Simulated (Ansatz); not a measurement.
Crystals of one structure type (CsCl type) and one family of elements, relaxed and computed with DFT-LDA in the program Ansatz with PAW potentials.

```csv
crystal,V (Å³/atom),B₀ by P(V) fit (GPa)
AlNi,11.36,186
GaNi,11.46,192
AlPt,14.03,?
InPd,16.61,150
```

Question: Fit a straight line to ln B₀ against ln V and predict the withheld value.

Answer: Least squares on the 3 shown rows: ln B₀ = -0.61 × ln V + (6.726), with a scatter of 2 %. For AlPt this gives 166. The run itself gave 213, outside the scatter: the line misses something about this case.

Standing as an ambient phase not checked: GaNi, CsCl type; AlPt, CsCl type. Perhaps ordered models of mixed-site phases: AlPt, CsCl type. All cells were relaxed under the symmetry of their starts (and spin orders); stability against distortions was not tested throughout. Rows with no word on spin ran without spin polarisation. Scalar-relativistic: spin–orbit coupling is off unless named, which matters more the heavier the elements.

Potentials: the later of the program's two PAW sets.
